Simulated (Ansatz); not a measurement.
Fe, simple cubic: geometry optimisation

The calculation used Ansatz 0.2.0, DFT, r2SCAN, plane waves (500 eV) with PAW, scalar-relativistic. (PAW data from PBE, frozen cores regenerated.)

k-point mesh 12×12×12, Fermi-Dirac smearing 0.05 eV, starting moments 2.50, -2.50 μB. Cell and atoms relax.

Starting structure:

```yaml
crystal:
  lattice:
    - [0.00000, 2.33426, 2.33426]
    - [2.33426, 0.00000, 2.33426]
    - [2.33426, 2.33426, 0.00000]
  atoms:
    - { symbol: Fe, position: [0.00000, 0.00000, 0.00000] }
    - { symbol: Fe, position: [0.50000, 0.50000, 0.50000] }
```

Question: The pressure at the start is 16.2 GPa. By how much does the volume change?

Answer: From 12.72 to 14.43 Å³ per atom, 13.4 %. The final cell has a = 2.434 Å.

Question: How much energy does the relaxation gain?

Answer: 77.4 meV per atom.

Question: Which magnetic state does it end in?

Answer: antiferromagnetic, largest moment 2.73 μB in the atomic sphere; moments 2.73, -2.73 μB.
